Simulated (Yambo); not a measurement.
Yambo run on K₃RhF₆ (space group Fm-3m, No. 225). The wavefunctions are LDA (pw.x of Quantum ESPRESSO, ONCV potentials, scalar-relativistic) ones on a 2×2×2 mesh (43 occupied bands); a = 6.2375 Å, b = 6.2375 Å, c = 6.2375 Å, α = 60.00°, β = 60.00°, γ = 60.00°.

Yambo input:

```
rim_cut
gw0
dyson
el_el_corr
HF_and_locXC
ppa
em1d
RandQpts= 1000000
RandGvec= 1 Ry
EXXRLvcs= 88 Ry
VXCRLvcs= 352 Ry
Chimod= "HARTREE"
% BndsRnXp
 5 | 85 |
%
NGsBlkXp= 3 Ry
% LongDrXp
 1.0 | 1.0 | 1.0 |
%
PPAPntXp= 27.2114 eV
% GbndRnge
 1 | 85 |
%
GTermKind= "BG"
DysSolver= "n"
ExtendOut
% QPkrange
 3 | 3 | 43 | 44 |
%
```

k points by index: 3 = X.

Resulting energies as the program prints them:

```
#    K-point    Band    Eo [eV]    E [eV]    E-Eo [eV]    Vxc [eV]    Vnlxc [eV]    Sc|Eo [eV]    Sc|E [eV]    dSc/dw|Eo [eV]    Re(Z)    Im(Z)
#
    3    43    0.000000    -1.586008    -1.586008    -23.14054    -29.50194    4.370907    4.775390    -6.938295    0.796820    -0.002332
    3    44    2.029050    4.636154    2.607104    -22.79337    -16.70805    -2.866168    -3.478221    -6.387619    0.809881    -0.002044
```
(The two width columns are left out.) Convergence of these settings isn't established.

Spin-orbit coupling is not included.

Geometry of the Materials Project entry, not relaxed at this level.

The structure is a Materials Project entry; no match was found in the copy of COD used, and its stability was not checked.
